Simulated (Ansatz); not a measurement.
Two-dimensional strain map in Ag

All numbers below come from Ansatz, DFT PBEsol, scalar-relativistic, plane waves, PAW. Settings: plane waves to 420 eV, k-mesh 20×20×20 (Γ-centred), Gaussian smearing 0.15 eV. No spin polarisation. Energies are free energies at this smearing, counted from the undisturbed cell; pressure is positive in compression.

The undisturbed cell (as given, not relaxed at this level; it stands at -7.2 GPa; this bcc form isn't the usual structure):

```yaml
crystal:
  lattice:
    - [-1.65565, 1.65565, 1.65565]
    - [1.65565, -1.65565, 1.65565]
    - [1.65565, 1.65565, -1.65565]
  atoms:
    - { symbol: Ag, position: [0.00000, 0.00000, 0.00000] }
```

The cell is strained by p along both x and y and by q along z, fractional coordinates fixed. Points are written (p, q).

Energy above the undisturbed cell in meV/atom (a dash: not computed):

| p \ q | -0.080 | -0.040 | 0.000 | 0.040 | 0.080 |
| --- | --- | --- | --- | --- | --- |
| -0.080 | 183.9 | 80.9 | 12.4 | -29.4 | ? |
| -0.040 | 13.8 | -22.0 | -35.4 | -30.6 | ? |
| 0.000 | -37.0 | -27.2 | 0.0 | 37.5 | 83.8 |
| 0.040 | -8.0 | 33.4 | 87.5 | 148.5 | 213.5 |
| 0.080 | 72.5 | 137.3 | ? | 285.2 | ? |

Task: Fill in the withheld energies.

Result: (-0.080, 0.080): -48.6; (-0.040, 0.080): -11.9; (0.080, 0.000): 209.0; (0.080, 0.080): 362.9.